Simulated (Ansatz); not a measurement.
# Polymorphs of K$_{2}$CO$_{3}$

3 relaxations of K2CO3 ended in 3 distinct structures. All values below come from r2SCAN (plane waves to 500 eV, PAW, scalar-relativistic; Ansatz, an electronic-structure program).

```tsv
#	space group	Pearson	type	E − E(lowest) (eV/atom)	V (Å³/atom)	gap (eV, no SOC)	runs ending here	spin order
1	C2/c	mS24	–	0.000	15.50	4.61	1	non-magnetic
2	P6₃/mmc	hP12	–	0.013	16.24	4.08	1	non-magnetic
3	Fmmm	oF24	–	2.61	13.33	0.00	1	ferromagnetic
```

C2/c, mS24, non-magnetic is the lowest among the structures calculated here.

```cif
data_C4K8O12
_chemical_formula_sum 'K8 C4 O12'
_space_group_name_H-M_alt 'C2/c'
_space_group_IT_number 15
_space_group_name_Hall '-C 2yc'
_cell_length_a 5.59202
_cell_length_b 10.02918
_cell_length_c 6.75401
_cell_angle_alpha 90.000
_cell_angle_beta 100.824
_cell_angle_gamma 90.000
loop_
_atom_site_label
_atom_site_type_symbol
_atom_site_symmetry_multiplicity
_atom_site_Wyckoff_symbol
_atom_site_fract_x
_atom_site_fract_y
_atom_site_fract_z
_atom_site_occupancy
K1 K 4 e 0.00000 0.33437 0.25000 1
K2 K 4 a 0.00000 0.00000 0.00000 1
C1 C 4 e 0.00000 0.66805 0.25000 1
O1 O 8 f 0.32811 0.10402 0.31269 1
O2 O 4 e 0.00000 0.20315 0.75000 1
```
(The calculation used a cell of 12 atoms; values per cell refer to that cell.)

Each run could gain symmetry but not lose that of its start, so entries can be saddle points. From databases, or of a type measured for this composition: C2/c, mS24, non-magnetic; P6₃/mmc, hP12, non-magnetic; the others are generated cells (placed on structure types, drawn at random, substituted or restacked) that were not matched to a known phase here. Each structure is listed in the lowest spin state found for it. Energies are at zero temperature and pressure, without zero-point motion. Spin states reached: non-magnetic, ferromagnetic; non-magnetic ones ran without spin or lost their moments; spin orders were not searched systematically. Gaps of cells over 8 atoms come from the SCF mesh and high-symmetry points alone.
